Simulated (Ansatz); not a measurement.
Consider the following.

Y2N:
```yaml
crystal:
  lattice:
    - [3.51521, 0.00000, 0.00000]
    - [-1.75761, 3.04426, 0.00000]
    - [0.00000, 0.00000, 5.96255]
  atoms:
    - { symbol: N, position: [0.00000, 0.00000, 0.00000] }
    - { symbol: Y, position: [0.33333, 0.66667, 0.22280] }
    - { symbol: Y, position: [0.66667, 0.33333, 0.77720] }
```

This is the r²SCAN-relaxed structure.

**Question.** All from plane-wave PAW r²SCAN (Ansatz code), unless another level is named. Predict the electronic character.

**Answer.** metallic (no gap).

**Question.** Predict the formation energy from the elements (no fitted shifts).

**Answer.** -1.20 eV/atom.

**Question.** Predict the density of states at the Fermi level.

**Answer.** 1.0 states/eV per atom (mean over ±0.08 eV).

**Question.** Give the gap with spin–orbit coupling.

**Answer.** none (metallic).

Space group P-3m1 (anti-CdI2 type). A made-up cell: these elements were put on the sites of a structure type; neither database checked (COD, Materials Project) lists it. Whether it is the stable phase at ambient conditions was not checked. The r²SCAN relaxation kept the symmetry of its start; its stability against distortions is not shown here. No spin polarisation was allowed. With an odd number of electrons in the cell and no spin polarisation, the count alone makes it a metal. The references are the lowest solids computed at this level, not always the standard phases (solids in place of the gases). Scalar-relativistic: spin–orbit coupling is off unless named, which matters more the heavier the elements.

Potentials: the earlier of the program's two PAW sets.
